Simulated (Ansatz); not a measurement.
Y:
```yaml
crystal:
  lattice:
    - [0.00000, 2.55069, 2.55069]
    - [2.55069, 0.00000, 2.55069]
    - [2.55069, 2.55069, 0.00000]
  atoms:
    - { symbol: Y, position: [0.00000, 0.00000, 0.00000] }
```

Relaxed with r²SCAN.

Q: Map the valence electron density (e/Å³), cut off at 2 on the plane through (0.000, 0.000, 0.000) spanned by u = [1, 1, 0] and v = [1, -1, 0] in lattice vectors, from the program Ansatz at the r²SCAN level (PAW).

A: x is the fraction of u, y of v (the angle between them is 90°; rows are the nearest grid lines); atoms in the plane: Y at (0.00, 0.00), Y at (0.50, 0.50).
```
y \ x   0.000  0.0968  0.194  0.258  0.355  0.452  0.548  0.645  0.742  0.806  0.903   1.00
------  -----  ------  -----  -----  -----  -----  -----  -----  -----  -----  -----  -----
1.00     2.00    2.00  0.214  0.104  0.099  0.096  0.096  0.099  0.104  0.214   2.00   2.00
0.944    2.00    2.00  0.201  0.103  0.099  0.100  0.100  0.099  0.103  0.201   2.00   2.00
0.833    2.00    1.10  0.138  0.097  0.111  0.190  0.190  0.111  0.097  0.138   1.10   2.00
0.778    1.37   0.530  0.115  0.096  0.139  0.431  0.431  0.139  0.096  0.115  0.530   1.37
0.667   0.217   0.142  0.099  0.100  0.353   2.00   2.00  0.353  0.100  0.099  0.142  0.217
0.611   0.124   0.109  0.098  0.104  0.562   2.00   2.00  0.562  0.104  0.098  0.109  0.124
0.556   0.100   0.100  0.098  0.109  0.766   2.00   2.00  0.766  0.109  0.098  0.100  0.100
0.444   0.100   0.100  0.098  0.109  0.766   2.00   2.00  0.766  0.109  0.098  0.100  0.100
0.389   0.124   0.109  0.098  0.104  0.562   2.00   2.00  0.562  0.104  0.098  0.109  0.124
0.333   0.217   0.142  0.099  0.100  0.353   2.00   2.00  0.353  0.100  0.099  0.142  0.217
0.222    1.37   0.530  0.115  0.096  0.139  0.431  0.431  0.139  0.096  0.115  0.530   1.37
0.167    2.00    1.10  0.138  0.097  0.111  0.190  0.190  0.111  0.097  0.138   1.10   2.00
0.0556   2.00    2.00  0.201  0.103  0.099  0.100  0.100  0.099  0.103  0.201   2.00   2.00
0.000    2.00    2.00  0.214  0.104  0.099  0.096  0.096  0.099  0.104  0.214   2.00   2.00
```

The density is the valence pseudo-density with augmentation charge, so density and ELF within about 1 Å of a nucleus are not all-electron values.

Space group Fm-3m (fcc (Cu type)). The first step of the workflow began from a Materials Project structure, measured or hypothetical; the Crystallography Open Database files this formula in space group No. 225, but the cells were not matched. It is not the phase usual at ambient conditions (space group No. 194). Symmetry was held in the r²SCAN relaxation; its stability against distortions is not shown here. The run is not spin-polarised.

Potentials: the earlier of the program's two PAW sets. The files were generated under PBE; for other functionals the program regenerates the frozen cores, and for LDA and PBEsol the local potential too.
